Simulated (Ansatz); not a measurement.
SiMo$_{3}$ (A15 (Cr3Si type), space group No. 223) at seven volumes, LDA (plane waves, PAW; program Ansatz), scaled uniformly. One row is withheld.

| V (Å³/atom) | P (GPa) |
|---|---|
| 12.838 | 32.29 |
| 13.262 | 19.85 |
| 13.685 | ? |
| 14.108 | 0.00 |
| 14.531 | -7.78 |
| 14.954 | -14.37 |
| 15.378 | -19.97 |

Fit the shown pressures and predict the withheld one.

P = (3/2)B₀(x^(7/2) − x^(5/2))[1 + (3/4)(B′ − 4)(x − 1)] with x = (V₀/V)^(2/3). Least squares on the six rows gives V₀ = 14.109 Å³/atom, B₀ = 279 GPa, B′ = 4.31. At V = 13.685, x = 1.0206 and P = 9.09 GPa. The run itself gave 9.14 GPa.

Space group Pm-3n (A15 (Cr3Si type)). Symmetry was held in the LDA relaxation; of distortions, only those at the zone centre were tested. No spin polarisation was allowed.

Potentials: the later of the program's two PAW sets.
